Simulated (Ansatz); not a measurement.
These are results of DFT PBE, scalar-relativistic, plane waves, PAW (Ansatz 0.2.0), not measurements. Settings: cutoff 420 eV, Γ-centred meshes spaced at most about 0.3 Å⁻¹, and about 0.25 Å⁻¹ or finer for metals (2π included), Gaussian smearing. Collinear spin in cells that started with moments and kept them past the coarse steps, no spin elsewhere.

All energies are static (0 K, no zero-point motion).

Two relaxed structures of MgZr₂O₂:

A. (no spin)

```
CELL_PARAMETERS angstrom
-2.91931 2.91931 3.98762
2.91931 -2.91931 3.98762
2.91931 2.91931 -3.98762
ATOMIC_POSITIONS crystal
Mg 0.50000 0.50000 0.00000
Zr 0.50000 0.00000 0.50000
Zr 0.00000 0.50000 0.50000
O 0.75000 0.25000 0.50000
O 0.25000 0.75000 0.50000
```

B. (site moments Zr 1.3 μB)

```
CELL_PARAMETERS angstrom
4.14320 0.00000 0.00000
0.00000 4.14320 0.00000
0.00000 0.00000 6.39336
ATOMIC_POSITIONS crystal
Mg 0.00000 0.00000 0.50000
Zr 0.00000 0.00000 0.00000
Zr 0.50000 0.50000 0.50000
O 0.00000 0.50000 0.50000
O 0.50000 0.00000 0.50000
```

Question: Which would you expect to be lower, and how large is the difference?

Answer: A is lower, by 40 meV/atom. A has space group I4/mmm (No. 139), 27.2 Å³/atom and no gap on its mesh; B has space group P4/mmm (No. 123), 21.9 Å³/atom and no gap. Counting O atoms around Mg and Zr (those within 1.25 times the shortest such distance or 1.15 times the sum of covalent radii, 1.27 where that leaves under three; the shortest distance is added where it exceeds 1.18 times the sum of covalent radii; a slash parts the counts of unlike sites), A has Mg 8 from 3.5 Å, Zr 2 and B has Mg 4, Zr 4/8 from 3.8 Å. Their magnetic states differ too. The lower one is the more open, so pressure narrows the difference. In A, around Mg lie 4 Zr at 2.92 Å and 8 O at 3.54 Å; around Zr lie 2 O at 1.99 Å and 2 Mg at 2.92 Å; around O lie 2 Zr at 1.99 Å and 4 Mg at 3.54 Å. In B, Mg is surrounded by 4 O at 2.07 Å, 4 Zr at 2.93 Å and 2 Zr at 3.20 Å; Zr on its first site has 2 Mg at 3.20 Å; O has 2 Mg at 2.07 Å and 2 Zr at 2.07 Å; 1 more site not described. Both come from invented guesses. A third cell relaxed alike, in P4/mmm, lies 0.59 eV/atom below the lower of the two.

Another magnetic order may lie lower. Cells relaxed within their symmetry can be saddle points.
